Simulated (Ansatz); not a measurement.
Relaxation of a relaxed Mo cell, doubled along one cell vector, shaken by Gaussian noise of σ = 0.08 Å a coordinate; 2 atoms in the cell, which starts as P-1 (No. 2), aP2; a = b = 2.586 Å, c = 5.173 Å, α = β = γ = 90.00°. These are r2SCAN (plane waves to 500 eV, PAW, scalar-relativistic; Ansatz, a program for electronic structure) values and carry that method's errors. Γ-centred k-mesh 6×12×12 on the run's cell (coarser than for final values), Fermi–Dirac smearing 0.05 eV. This is the first round of the run. 

The optimiser's lines from the output (shortened; P is positive under compression):

```
relax step   1: F+E_penalty+E_count = -9932.43045652 eV  Δ(F+E_penalty+E_count) = +0.000e0 eV  max|allowed force component| = 3.002e0 eV/Å  Δτ_max = 0.0000 Å  P = +7.936 GPa  Ω = 34.606 Å³  (7 SCF iters, dr2 threshold 1.00e-7 eV, accepted)
relax step   2: F+E_penalty+E_count = -9932.66473927 eV  Δ(F+E_penalty+E_count) = -2.343e-1 eV  max|allowed force component| = 1.098e0 eV/Å  Δτ_max = 0.1650 Å  P = +7.206 GPa  Ω = 33.770 Å³  (9 SCF iters, dr2 threshold 2.00e-7 eV, accepted)
relax step   3: F+E_penalty+E_count = -9933.08850753 eV  Δ(F+E_penalty+E_count) = -4.238e-1 eV  max|allowed force component| = 8.612e-1 eV/Å  Δτ_max = 0.1949 Å  P = -6.101 GPa  Ω = 35.292 Å³  (8 SCF iters, dr2 threshold 2.00e-7 eV, accepted)
relax step   4: F+E_penalty+E_count = -9933.61061719 eV  Δ(F+E_penalty+E_count) = -5.221e-1 eV  max|allowed force component| = 1.292e0 eV/Å  Δτ_max = 0.1992 Å  P = -10.008 GPa  Ω = 35.067 Å³  (8 SCF iters, dr2 threshold 2.00e-7 eV, accepted)
relax step   5: F+E_penalty+E_count = -9934.07776606 eV  Δ(F+E_penalty+E_count) = -4.671e-1 eV  max|allowed force component| = 6.575e-1 eV/Å  Δτ_max = 0.1981 Å  P = -11.842 GPa  Ω = 34.601 Å³  (8 SCF iters, dr2 threshold 2.00e-7 eV, accepted)
relax step   6: F+E_penalty+E_count = -9934.40475088 eV  Δ(F+E_penalty+E_count) = -3.270e-1 eV  max|allowed force component| = 4.223e-1 eV/Å  Δτ_max = 0.1534 Å  P = -3.977 GPa  Ω = 32.766 Å³  (8 SCF iters, dr2 threshold 2.00e-7 eV, accepted)
relax step   7: F+E_penalty+E_count = -9934.62971628 eV  Δ(F+E_penalty+E_count) = -2.250e-1 eV  max|allowed force component| = 1.695e-1 eV/Å  Δτ_max = 0.0904 Å  P = -2.163 GPa  Ω = 32.204 Å³  (7 SCF iters, dr2 threshold 2.00e-7 eV, accepted)
relax step   8: F+E_penalty+E_count = -9934.94043589 eV  Δ(F+E_penalty+E_count) = -3.107e-1 eV  max|allowed force component| = 1.753e-1 eV/Å  Δτ_max = 0.0557 Å  P = +0.918 GPa  Ω = 31.482 Å³  (7 SCF iters, dr2 threshold 2.00e-7 eV, accepted)
relax step   9: F+E_penalty+E_count = -9935.13459274 eV  Δ(F+E_penalty+E_count) = -1.942e-1 eV  max|allowed force component| = 9.838e-2 eV/Å  Δτ_max = 0.0294 Å  P = +3.922 GPa  Ω = 30.929 Å³  (7 SCF iters, dr2 threshold 2.00e-7 eV, accepted)
relax step  10: F+E_penalty+E_count = -9935.19697010 eV  Δ(F+E_penalty+E_count) = -6.238e-2 eV  max|allowed force component| = 1.709e-3 eV/Å  Δτ_max = 0.0196 Å  P = +1.586 GPa  Ω = 31.108 Å³  (7 SCF iters, dr2 threshold 2.00e-7 eV, accepted)
relax step  11: F+E_penalty+E_count = -9935.21136497 eV  Δ(F+E_penalty+E_count) = -1.439e-2 eV  max|allowed force component| = 5.758e-4 eV/Å  Δτ_max = 0.0003 Å  P = -0.290 GPa  Ω = 31.276 Å³  (6 SCF iters, dr2 threshold 2.00e-7 eV, accepted)
relax step  12: F+E_penalty+E_count = -9935.21185534 eV  Δ(F+E_penalty+E_count) = -4.904e-4 eV  max|allowed force component| = 4.262e-4 eV/Å  Δτ_max = 0.0000 Å  P = -0.038 GPa  Ω = 31.245 Å³  (4 SCF iters, dr2 threshold 2.00e-7 eV, accepted)
relax step  13: F+E_penalty+E_count = -9935.21186021 eV  Δ(F+E_penalty+E_count) = -4.868e-6 eV  max|allowed force component| = 5.688e-5 eV/Å  Δτ_max = 0.0000 Å  P = +0.004 GPa  Ω = 31.240 Å³  (3 SCF iters, dr2 threshold 2.08e-8 eV, accepted)
relax step  14: F+E_penalty+E_count = -9935.21255371 eV  Δ(F+E_penalty+E_count) = -6.935e-4 eV  max|allowed force component| = 5.426e-5 eV/Å  Δτ_max = 0.0000 Å  P = +0.065 GPa  Ω = 31.240 Å³  stress off target by 2.46e-1 GPa  SCF on the basis re-selected at this cell (its energy is not comparable with the rows above)  (8 SCF iters)
relax step  15: F+E_penalty+E_count = -9935.21257143 eV  Δ(F+E_penalty+E_count) = -1.772e-5 eV  max|allowed force component| = 5.829e-5 eV/Å  Δτ_max = 0.0000 Å  P = -0.010 GPa  Ω = 31.248 Å³  (3 SCF iters, dr2 threshold 1.51e-7 eV, accepted)
relax step  16: F+E_penalty+E_count = -9935.21257222 eV  Δ(F+E_penalty+E_count) = -7.946e-7 eV  max|allowed force component| = 2.514e-5 eV/Å  Δτ_max = 0.0000 Å  P = -0.001 GPa  Ω = 31.246 Å³  (4 SCF iters, dr2 threshold 1.66e-9 eV, accepted)
relax step  17: F+E_penalty+E_count = -9935.21257758 eV  Δ(F+E_penalty+E_count) = -5.363e-6 eV  max|allowed force component| = 2.495e-5 eV/Å  Δτ_max = 0.0000 Å  P = -0.001 GPa  Ω = 31.246 Å³  stress off target by 5.36e-3 GPa  SCF on the basis re-selected at this cell (its energy is not comparable with the rows above)  (5 SCF iters)
```

From the first to the last row the energy changes by -1.39 eV/atom and the volume by -9.7 %. The last row is marked as not comparable with the walk above it, whose basis was carried along; it does compare with step 1, since both stand on a basis selected at the nominal cutoff for their own cell.

Later rounds, restarted from the end of this one on a renewed k-mesh, logged 10 more steps. The final structure after all rounds: Im-3m (No. 229), cI2, bcc (W type); a = b = c = 3.1506 Å, α = β = γ = 90.00°. Between re-selections the logged energies stand on a plane-wave basis carried along with the cell. No spin polarisation in the result.

The run could not lose the symmetry of its start.

Of the parent cell (Pm-3m (No. 221)): it is a generated cell of Mo: the first start was made by a random draw of sites in a space group, and the end was not matched to a known phase here, so it may be hypothetical. Known forms of Mo include space group No. 229.
